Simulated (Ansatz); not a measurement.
## BeCdF$_{4}$ (C2) at 2 levels of theory

One geometry, relaxed with PBE; plane waves with PAW potentials in Ansatz, scalar-relativistic. No spin polarisation. Gaps are the least over mesh and band path; pressure is positive in compression.

```cif
data_structure
_symmetry_space_group_name_H-M 'P 1'
_symmetry_Int_Tables_number 1
_cell_length_a 5.9690
_cell_length_b 5.9690
_cell_length_c 6.5228
_cell_angle_alpha 109.189
_cell_angle_beta 109.189
_cell_angle_gamma 49.356
_cell_volume 164.40
loop_
_atom_site_label
_atom_site_type_symbol
_atom_site_fract_x
_atom_site_fract_y
_atom_site_fract_z
_atom_site_occupancy
Be1 Be 0.61453 0.14691 0.81273 1
Be2 Be 0.85309 0.38547 0.18727 1
Cd1 Cd 0.89543 0.40309 0.70054 1
Cd2 Cd 0.59691 0.10457 0.29946 1
F1 F 0.87785 0.12215 0.00000 1
F2 F 0.62014 0.48978 0.32058 1
F3 F 0.35966 0.24275 0.92510 1
F4 F 0.73573 0.83954 0.66655 1
F5 F 0.75725 0.64034 0.07490 1
F6 F 0.16046 0.26427 0.33345 1
F7 F 0.51022 0.37986 0.67942 1
F8 F 0.02052 0.97948 0.50000 1
```

```tsv
level	cutoff (eV)	k mesh	gap (eV)	pressure (GPa)
PBE	420	6×6×4	3.77	0.0
```

What comes out on the same cell with r2SCAN?

```json
{"level": "r2SCAN", "cutoff (eV)": "500", "k mesh": "6×6×4", "gap (eV)": "4.44", "pressure (GPa)": "-3.9"}
```

It was reached by relaxing an invented guess, and it needn't be the stable form of this composition.
